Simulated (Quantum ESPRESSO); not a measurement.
AsSiF3O3, input and log of a self-consistent run

A calculation, not a measurement. The program is pw.x of Quantum ESPRESSO 7.5 (plane-wave density functional theory). The cell is made up: 8 atoms on a quartz lattice with one site empty, with randomly drawn elements, strain and displacements, not relaxed. PseudoDojo standard norm-conserving files (v0.5 for PBE, v0.4.1 for LDA and PBEsol) set the functional; there is no spin polarisation, spin-orbit coupling or dispersion term, and the masses in the input are unused placeholders.

Input:

```
&control calculation='scf', pseudo_dir='./dojo.nc.sr.pbe.v0_5.standard.upf', outdir='./o', disk_io='low', tprnfor=.true., tstress=.true. /
&system ibrav=0, nat=8, ntyp=4, nbnd=35, ecutwfc=84.00895049, nosym=.true., tot_charge=0,
 occupations='smearing', smearing='fd', degauss=0.0018374661
/
&electrons conv_thr=7.350e-09, electron_maxstep=60, /
ATOMIC_SPECIES
As 1.0 As.upf
F 1.0 F.upf
O 1.0 O.upf
Si 1.0 Si.upf
CELL_PARAMETERS angstrom
4.9002 -0.0978 0.038
-2.5354 4.3397 -0.0657
0.0424 -0.0598 5.4148
ATOMIC_POSITIONS angstrom
As 2.1845 -0.0345 3.5457
Si 1.2581 2.2363 0.0373
F 1.2852 1.119 4.2709
F 3.1645 0.5931 2.4431
O 2.7845 2.4865 0.559
F 0.2265 1.7496 1.1711
O -1.1566 3.1743 2.9432
O 0.7627 3.5924 4.7324
K_POINTS automatic
5 5 4 1 1 1
```

The log is shortened where brackets say so; the opening notice, blank lines, dates and the lines on written files are dropped, and the path of the files is cut. It prints rydbergs, bohrs and kilobars, and counts compression as positive stress. With no partly filled state, the Fermi energy that it prints is only some level between the filled and the empty states on the mesh, and need not lie in the true gap.

```
     Program PWSCF v.7.5
     Parallel version (MPI & OpenMP), running on       4 processor cores
     Number of MPI processes:                 4
     Threads/MPI process:                     1
     [start-up lines left out]
     bravais-lattice index     =            0
     lattice parameter (alat)  =       9.2622  a.u.
     unit-cell volume          =     767.8592 (a.u.)^3
     number of atoms/cell      =            8
     number of atomic types    =            4
     number of electrons       =        58.00
     number of Kohn-Sham states=           35
     kinetic-energy cutoff     =      84.0090  Ry
     charge density cutoff     =     336.0358  Ry
     scf convergence threshold =      7.3E-09
     mixing beta               =       0.7000
     number of iterations used =            8  plain     mixing
     Exchange-correlation= PBE
                           (   1   4   3   4   0   0   0)
     [axes and pseudopotential details left out]
   Cartesian axes
     site n.     atom                  positions (alat units)
         1        As     tau(   1) = (   0.4456960  -0.0070389   0.7234169  )
         2        Si     tau(   2) = (   0.2566858   0.4562645   0.0076102  )
         3        F      tau(   3) = (   0.2622149   0.2283057   0.8713769  )
         4        F      tau(   4) = (   0.6456420   0.1210081   0.4984572  )
         5        O      tau(   5) = (   0.5681119   0.5073120   0.1140508  )
         6        F      tau(   6) = (   0.0462120   0.3569648   0.2389355  )
         7        O      tau(   7) = (  -0.2359771   0.6476414   0.6004909  )
         8        O      tau(   8) = (   0.1556110   0.7329449   0.9655352  )
     number of k points=    50  Fermi-Dirac smearing, width (Ry)=  0.0018
                       cart. coord. in units 2pi/alat
        k(    1) = (   0.1026220   0.1746268   0.1142714), wk =   0.0400000
        k(    2) = (   0.1009154   0.1770562   0.3406045), wk =   0.0400000
     [further k points left out]
     Dense  grid:    79863 G-vectors     FFT dimensions: (  60,  60,  60)
     Estimated max dynamical RAM per process >     174.87 MB
     Estimated total dynamical RAM >     640.97 MB
     Initial potential from superposition of free atoms
     starting charge      57.9991, renormalised to      58.0000
     Starting wfcs are   37 randomized atomic wfcs
     total cpu time spent up to now is        2.1 secs
     per-process dynamical memory:   133.7 Mb
     Self-consistent Calculation
     iteration #  1     ecut=    84.01 Ry     beta= 0.70
     Davidson diagonalization with overlap
     ethr =  1.00E-02,  avg # of iterations =  3.0
     total cpu time spent up to now is        5.5 secs
     total energy              =    -466.38904238 Ry
     estimated scf accuracy    <       2.39493128 Ry
     iteration #  2     ecut=    84.01 Ry     beta= 0.70
     Davidson diagonalization with overlap
     ethr =  4.13E-03,  avg # of iterations =  3.5
     total cpu time spent up to now is        8.8 secs
     total energy              =    -465.83052419 Ry
     estimated scf accuracy    <       8.05537830 Ry
     iteration #  3     ecut=    84.01 Ry     beta= 0.70
     Davidson diagonalization with overlap
     ethr =  4.13E-03,  avg # of iterations =  3.0
     total cpu time spent up to now is       11.8 secs
     total energy              =    -467.50846441 Ry
     estimated scf accuracy    <       0.71524906 Ry
     iteration #  4     ecut=    84.01 Ry     beta= 0.70
     Davidson diagonalization with overlap
     ethr =  1.23E-03,  avg # of iterations =  2.0
     total cpu time spent up to now is       14.4 secs
     total energy              =    -467.52722726 Ry
     estimated scf accuracy    <       0.16958168 Ry
     iteration #  5     ecut=    84.01 Ry     beta= 0.70
     Davidson diagonalization with overlap
     ethr =  2.92E-04,  avg # of iterations =  2.0
     total cpu time spent up to now is       16.8 secs
     total energy              =    -467.52016519 Ry
     estimated scf accuracy    <       0.04384785 Ry
     [iterations 6 to 8 left out]
     iteration #  9     ecut=    84.01 Ry     beta= 0.70
     Davidson diagonalization with overlap
     ethr =  5.47E-08,  avg # of iterations =  2.8
     total cpu time spent up to now is       28.6 secs
     total energy              =    -467.52782012 Ry
     estimated scf accuracy    <       0.00001600 Ry
     iteration # 10     ecut=    84.01 Ry     beta= 0.70
     Davidson diagonalization with overlap
     ethr =  2.76E-08,  avg # of iterations =  2.0
     total cpu time spent up to now is       31.0 secs
     total energy              =    -467.52782090 Ry
     estimated scf accuracy    <       0.00000297 Ry
     iteration # 11     ecut=    84.01 Ry     beta= 0.70
     Davidson diagonalization with overlap
     ethr =  5.12E-09,  avg # of iterations =  2.0
     total cpu time spent up to now is       33.5 secs
     total energy              =    -467.52782159 Ry
     estimated scf accuracy    <       0.00000033 Ry
     iteration # 12     ecut=    84.01 Ry     beta= 0.70
     Davidson diagonalization with overlap
     ethr =  5.62E-10,  avg # of iterations =  2.0
     total cpu time spent up to now is       35.9 secs
     total energy              =    -467.52782161 Ry
     estimated scf accuracy    <       0.00000004 Ry
     iteration # 13     ecut=    84.01 Ry     beta= 0.70
     Davidson diagonalization with overlap
     ethr =  6.59E-11,  avg # of iterations =  2.3
     total cpu time spent up to now is       38.5 secs
     End of self-consistent calculation
          k = 0.1026 0.1746 0.1143 (  9976 PWs)   bands (ev):
   -35.4568 -35.3905 -35.1931 -35.0759 -35.0647 -26.7734 -22.5859 -20.4582
   -16.7898 -15.5579 -12.3816 -11.4323  -7.4445  -6.9788  -6.0616  -4.6315
    -3.0345  -2.8957  -2.6030  -1.5188  -1.3014  -1.0870  -0.2201   0.3626
     0.8259   1.0992   1.8516   3.2311   3.4940   4.8344   8.9550   9.4886
    10.1415  11.0621  11.7202
     [levels at the other k points left out]
     the Fermi energy is     4.1564 ev
!    total energy              =    -467.52782162 Ry
     estimated scf accuracy    <          4.3E-09 Ry
     smearing contrib. (-TS)   =      -0.00000000 Ry
     internal energy E=F+TS    =    -467.52782162 Ry
     The total energy is F=E-TS. E is the sum of the following terms:
     one-electron contribution =    -324.00138372 Ry
     hartree contribution      =     188.31761473 Ry
     xc contribution           =    -109.29046419 Ry
     ewald contribution        =    -222.55358843 Ry
     convergence has been achieved in  13 iterations
     Forces acting on atoms (cartesian axes, Ry/au):
     atom    1 type  1   force =     0.28929657   -0.17732603    0.11447100
     atom    2 type  4   force =     0.11800738    0.23500947    0.24026179
     atom    3 type  2   force =    -0.16462785    0.07776217   -0.02099922
     atom    4 type  2   force =     0.08431774    0.08214348   -0.07202500
     atom    5 type  3   force =    -0.13059727   -0.03465692   -0.07448909
     atom    6 type  2   force =     0.03317872   -0.01409414   -0.04550083
     atom    7 type  3   force =    -0.21184669   -0.21056529   -0.11331089
     atom    8 type  3   force =    -0.01772860    0.04172726   -0.02840776
     Total force =     0.663212     Total SCF correction =     0.000137
     Computing stress (Cartesian axis) and pressure
          total   stress  (Ry/bohr**3)                   (kbar)     P=      155.42
   0.00060342   0.00023754  -0.00032927           88.77       34.94      -48.44
   0.00023754   0.00162627   0.00114124           34.94      239.23      167.88
  -0.00032927   0.00114124   0.00093982          -48.44      167.88      138.25
     init_run     :      1.96s CPU      2.04s WALL (       1 calls)
     electrons    :     36.27s CPU     36.41s WALL (       1 calls)
     forces       :      0.52s CPU      0.52s WALL (       1 calls)
     stress       :      1.71s CPU      1.71s WALL (       1 calls)
     [timing details left out]
     PWSCF        :     40.53s CPU     40.77s WALL
     JOB DONE.
```

In other units: free energy -6361.040 eV for the cell, pressure 15.54 GPa, largest force component 7.438 eV/Å. A rerun of this cell at a cutoff of 1437 eV and k mesh 7 x 7 x 6 moved values by no more than 0.004 eV in energy, 0.02 GPa in stress and 0.003 eV/Å in force.